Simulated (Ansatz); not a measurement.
Ni (fcc type), DFT, LDA, PAW with Ansatz's default frozen-core files, scalar-relativistic (Ansatz 0.2.0), on 1 thread of Arm Neoverse V1 (shared host).

Command: `ansatz run input.yaml --threads 1 --pin off --max-ram 3072MiB --backend cpu --events-out ev --progress --plain --runs-dir out`

```yaml
crystal:
  lattice:
    - [0.0, 1.3121974224, 1.3121974224]
    - [1.3121974224, 0.0, 1.3121974224]
    - [1.3121974224, 1.3121974224, 0.0]
  atoms:
    - { symbol: Ni, position: [0.0, 0.0, 0.0], spin: 1.0 }
magnetization:
  spin_polarized: true
kpoints:
  mp_grid: { grid: [18, 18, 18] }
  band_path:
    path:
      - [0.0, 0.0, 0.0]
      - [0.5, 0.0, 0.5]
      - [0.625, 0.25, 0.625]
      - [0.375, 0.375, 0.75]
      - [0.0, 0.0, 0.0]
      - [0.5, 0.5, 0.5]
      - [0.5, 0.25, 0.75]
      - [0.5, 0.0, 0.5]
    npoints: 8
scf:
  occupations: { method: fermi_dirac, width: 0.08 }
hamiltonian:
  xc: lda
  pseudopotentials: { kind: paw }
output:
  forces: true
  stress: true
  eigenvalues: true
  populations: true
  dos: { projected: true, de: 0.2, e_range: [-14, 8] }
```

Q: How large is the problem that the program sets up?

A: 195 irreducible k-points, 89 plane waves at Γ, 14 bands.

Q: About how long does it take?

A: 6.2 s of wall time for 11 SCF iterations. Times on shared machines scatter by tens of per cent.
